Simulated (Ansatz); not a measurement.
VBiO4 in space group C2 (No. 5; V on 2a, Bi on 2b, O on 4c, O on 4c), DFT-PBE in the program Ansatz with PAW potentials, all energies at zero smearing, with the estimated change up to a 700 eV cutoff added, with one set of potentials and settings (totals compare only within such a set). Cell of 6 atoms (1 V, 1 Bi, 4 O): -17580.453 eV.

```tsv
element	reference phase	E (eV/atom)
V	Im-3m, 1 atoms in the cell	-2912.4140
Bi	R-3m, 2 atoms in the cell	-12396.5536
O	C2/m, 4 atoms in the cell, spin-polarised	-565.0000
```

Formation energy per atom, worked out: (-17580.453 − 1×(-2912.4140) − 1×(-12396.5536) − 4×(-565.0000))/6 = -1.914 eV/atom (-185 kJ per mol of atoms), at 0 K, without zero-point energy or fitted corrections.

The first step of the workflow began from a Materials Project structure, measured or hypothetical; the Crystallography Open Database copy checked does not list it. It is not the phase usual at ambient conditions (space group No. 88). The cell was relaxed with PBE under the symmetry of its start; its stability against distortions is not shown here. The run is not spin-polarised. No Hubbard U is applied. The references are the lowest solids computed at this level, not always the standard phases (solids in place of the gases). Spin–orbit coupling is left out wherever it is not named.

Potentials: the later of the program's two PAW sets.
